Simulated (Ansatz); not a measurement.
# Sn (simple cubic): energy against volume

Computed with DFT, BLYP, plane waves (420 eV) with PAW, scalar-relativistic in Ansatz. (PAW data from PBE, frozen cores regenerated.)

The cell is scaled uniformly from the relaxed one, with fractional coordinates and shape fixed. Energies are extrapolated to zero smearing, pressures are those at the given smearing. Magnetic state: spin not included.

A Birch-Murnaghan fit gives V₀ = 32.11 Å³/atom, B₀ = 35 GPa, B₀′ = 4.9.

Problem. What are the energy above the minimum and the pressure at 28.131 Å³/atom?

Solution. 69.6 meV/atom and 6.45 GPa as computed.

Problem. What are the energy above the minimum and the pressure at 29.409 Å³/atom?

Solution. 29.3 meV/atom and 3.86 GPa as computed.

Problem. What are the energy above the minimum and the pressure at 35.802 Å³/atom?

Solution. 37.3 meV/atom and -2.84 GPa as computed.
